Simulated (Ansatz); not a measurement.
**K$_{3}$CO: which magnetic state is lowest?**

Level of theory: Ansatz, DFT r2SCAN, scalar-relativistic, plane waves, PAW.

```
K C O
1.0
     5.23106    0.00000    0.00000
     0.00000    5.23106    0.00000
     0.00000    0.00000    5.23106
K C O
3 1 1
Direct
  0.00000 0.00000 0.50000
  0.00000 0.50000 0.00000
  0.50000 0.00000 0.00000
  0.50000 0.50000 0.50000
  0.00000 0.00000 0.00000
```

```json
{
 "plane-wave cutoff": "500 eV",
 "Γ-centred k-mesh": "8×8×8",
 "occupation rule": "Gaussian smearing, 0.01 eV",
 "list of starting moments (μB, in atom order)": "0 0 0 1 0",
 "check for lower electronic states after the SCF": "asked for but not made"
}
```

All runs keep this geometry, which isn't relaxed for the lowest state (largest force there 0.000 eV/Å, pressure -1.0 GPa) and needn't be a stable compound; relaxing each order can shift differences of a few meV. A propagation vector, in units of the reciprocal vectors, doubles the cell, which takes an equally dense mesh. Site moments are spin moments in atom-centred spheres that scale with the neighbour distance. The states are those that the runs reached from these starts; a lower one can exist.

**Question.** Starts tried: no spin; ferromagnetic; antiferromagnetic, doubled cell, propagation vector (1/2, 1/2, 1/2). Which state comes out lowest, and what are the moments?

**Answer.** The lowest state is antiferromagnetic, reached from the start “antiferromagnetic, doubled cell, propagation vector (1/2, 1/2, 1/2)”, with site moments (μB) C +2.49, C -2.49. The next state lies only 2.19 meV/atom higher, which mesh, smearing and relaxation can turn, so the order isn't settled.

```
                                                              start ends energy above lowest (meV/atom) site moments (μB) gap on mesh (eV) P (GPa)
                                                            no spin non-magnetic                             425     none over 0.05             metal     -1.2
                                                      ferromagnetic ferromagnetic                            2.19   C +2.50, O +0.06              0.71     -1.0
antiferromagnetic, doubled cell, propagation vector (1/2, 1/2, 1/2) antiferromagnetic                            0.00   C +2.49, C -2.49              1.23     -1.0
```

Cost: 3 runs of about 3 core-minutes in all, on Arm Neoverse V1 (shared hosts).